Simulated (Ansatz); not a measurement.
MoS₂ (fluorite, space group No. 225) under volume change, DFT-PBE in the program Ansatz with PAW potentials, scaled uniformly.

```json
[
 {"V (Å³/atom)": "15.354", "E − E(relaxed) (meV/atom)": "69.4", "P (GPa)": "15.93"},
 {"V (Å³/atom)": "15.860", "E − E(relaxed) (meV/atom)": "29.1", "P (GPa)": "9.74"},
 {"V (Å³/atom)": "16.366", "E − E(relaxed) (meV/atom)": "6.9", "P (GPa)": "4.48"},
 {"V (Å³/atom)": "16.872", "E − E(relaxed) (meV/atom)": "0.0", "P (GPa)": "-0.01"},
 {"V (Å³/atom)": "17.379", "E − E(relaxed) (meV/atom)": "6.2", "P (GPa)": "-3.84"},
 {"V (Å³/atom)": "17.885", "E − E(relaxed) (meV/atom)": "23.6", "P (GPa)": "-7.09"},
 {"V (Å³/atom)": "18.391", "E − E(relaxed) (meV/atom)": "50.5", "P (GPa)": "-9.85"}
]
```

Question: What does a third-order Birch–Murnaghan fit give for V₀, B₀ and B′?

Answer: V₀ = 16.87 Å³/atom, B₀ = 138 GPa, B′ = 4.3.

Space group Fm-3m (fluorite). The cell is a constructed one: a structure type filled with these elements; neither database checked (COD, Materials Project) lists it. It is not the phase usual at ambient conditions (space group No. 160, 194). Symmetry was held in the PBE relaxation; whether a distortion lowers the energy is not shown. The run is not spin-polarised.

Potentials: the later of the program's two PAW sets.
